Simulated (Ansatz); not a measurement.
Method: DFT PBE, scalar-relativistic, plane waves, PAW (Ansatz). Cutoff 420 eV, Γ-centred meshes of about 0.25 Å⁻¹ or finer for metals and 0.3 Å⁻¹ for insulators (2π included), Gaussian smearing. No spin polarisation.

All energies are static (0 K, no zero-point motion).

Two relaxed structures of MgGe2N3:

A.

```yaml
crystal:
  lattice:
    - [4.84060, -2.82866, 0.00000]
    - [4.84060, 2.82866, 0.00000]
    - [0.00000, 0.00000, 5.57395]
  atoms:
    - { symbol: Mg, position: [0.66646, 0.33354, 0.99502] }
    - { symbol: Mg, position: [0.33354, 0.66646, 0.49502] }
    - { symbol: Ge, position: [0.99963, 0.33228, 0.50053] }
    - { symbol: Ge, position: [0.00037, 0.66772, 0.00053] }
    - { symbol: Ge, position: [0.66772, 0.00037, 0.50053] }
    - { symbol: Ge, position: [0.33228, 0.99963, 0.00053] }
    - { symbol: N, position: [0.68698, 0.31302, 0.61303] }
    - { symbol: N, position: [0.02353, 0.33226, 0.13295] }
    - { symbol: N, position: [0.97647, 0.66773, 0.63295] }
    - { symbol: N, position: [0.31302, 0.68698, 0.11303] }
    - { symbol: N, position: [0.66773, 0.97647, 0.13295] }
    - { symbol: N, position: [0.33226, 0.02353, 0.63295] }
```

B.

```yaml
crystal:
  lattice:
    - [3.06302, 0.00000, 0.00000]
    - [-1.53151, 2.65265, 0.00000]
    - [0.00000, 0.00000, 7.58165]
  atoms:
    - { symbol: Mg, position: [0.00000, 0.00000, 0.00000] }
    - { symbol: Ge, position: [0.33333, 0.66667, 0.32771] }
    - { symbol: Ge, position: [0.66667, 0.33333, 0.67229] }
    - { symbol: N, position: [0.66667, 0.33333, 0.18217] }
    - { symbol: N, position: [0.33333, 0.66667, 0.81783] }
    - { symbol: N, position: [0.00000, 0.00000, 0.50000] }
```

Task: Which is lower in energy, and by how much?

Result: A is lower, by 147 meV/atom. A has Mg and Ge ordered on wurtzite sites, space group Cmc2_1 (No. 36), 12.7 Å³/atom and no gap on its mesh; B has Mg and Ge ordered on rock salt sites, space group P-3m1 (No. 164), 10.3 Å³/atom and no gap. Counting N atoms around Ge and Mg (those within 1.25 times the shortest such distance or 1.15 times the sum of covalent radii, 1.27 where that leaves under three), A has Mg 4, Ge 4 and B has Mg 6, Ge 6. The lower one is the more open, so pressure narrows the difference. In A, Mg has 4 N at 2.10–2.14 Å; Ge is surrounded by 4 N at 1.91–2.05 Å; around N on a site of symmetry m lie 2 Ge at 1.91 Å and 2 Mg at 2.10–2.13 Å; 1 more site not described. In B, around Mg lie 6 N at 2.24 Å; Ge is surrounded by 6 N at 2.08–2.20 Å; N on a site of symmetry 3m is surrounded by 3 Ge at 2.08 Å and 3 Mg at 2.24 Å; 1 more site not described. Both come from trial cells of a structure search, whose lowest cell (P1, 12.8 Å³/atom) lies 78 meV/atom below the lower of the two.

In P-3m1 an odd number of electrons in the primitive cell allows no gap without spin; a larger cell or a magnetic state could open one. With atoms moved at random, A (by 78 meV/atom) fell into a lower structure. B had no clear such test and can be a saddle point. Some candidate types were left out of the draw beforehand, so a known form may be missing.
